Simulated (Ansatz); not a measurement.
Starting cell, Al (fcc, Cu type):

```
Al
1.0
    0.00000     3.99072     3.99072
    1.99536     1.99536     3.99072
    1.99536     1.99536     0.00000
Al
2
Direct
  0.00000   0.00000   0.00000
  0.50000   0.00000   0.00000
```

A phonon eigenvector at X = (0.5, 0.5, 0.0) is frozen into this cell: atom i moves by Q times the vector below, so Q is the largest atomic displacement, in Å. The cell is held. (q is in reciprocal vectors of the primitive cell; the cell shown is doubled to hold the pattern.)

```tsv
atom	x	y	z
Al1	0.000	0.000	-1.000
Al2	0.000	0.000	1.000
```

Level of theory: r2SCAN (plane waves to 500 eV, PAW, scalar-relativistic; Ansatz, a first-principles code). k mesh 20×20×20 (Γ-centred), Fermi-Dirac smearing 0.05 eV. Energies are smeared free energies. With partly filled bands, energies and forces of such displacements shift with the k mesh and the smearing. Al was relaxed with its symmetry unable to fall. The PAW data are Ansatz's earlier set. The zero of ΔE is the undisplaced structure. The last digit holds for this mesh only.

```csv
Q (Å),ΔE (meV/cell)
-0.180,388.8
-0.150,269.2
-0.120,171.7
-0.090,withheld
-0.060,42.7
-0.030,10.8
0.000,0.0
0.030,10.8
0.060,42.7
0.090,withheld
0.120,171.7
0.150,269.2
0.180,388.8
```

Problem. Fit an even polynomial form (powers 2, 4) to the given rows and predict ΔE at Q = -0.090.

Solution. Least squares on the 11 given rows: ΔE = (11870)·Q² + (4080)·Q⁴, in meV/cell with Q in Å; root-mean-square residual 0.08 meV/cell. At -0.090 the fit gives 96.4 meV/cell; the calculation gives 96.1 meV/cell, so the interpolation is off by 0.3 (+0.3 %). The quadratic term alone would give 96.1 meV/cell.

(A displaced cell: forces are minus the slopes of the energy, force constants its curvatures, and phonons follow from these.)
